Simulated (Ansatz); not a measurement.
A scan (energy against volume; even scaling of the relaxed cell, symmetry kept) gave these values. Computed with r2SCAN (plane waves to 500 eV, PAW, scalar-relativistic; Ansatz, a quantum-chemistry and plane-wave program).

- Bulk modulus B₀ (third-order Birch-Murnaghan fit): 169 GPa
- Pressure derivative B₀′ (fit): 4.2
- Equilibrium volume of the fit: 14.67 Å³/atom

Task: Of these crystals, all scanned alike, which one is it?
A. Rh (fcc, Cu type)
B. BN (zinc blende)
C. YN (rock salt)

Result: C, YN (rock salt). The others have, for the bulk modulus: BN 391 GPa, Rh 282 GPa

All were relaxed with their symmetry unable to fall. Rh is run without spin polarisation. YN is run without spin polarisation.

(Under strain, the slope of the energy per volume gives the stress and its curvature an elastic modulus.)
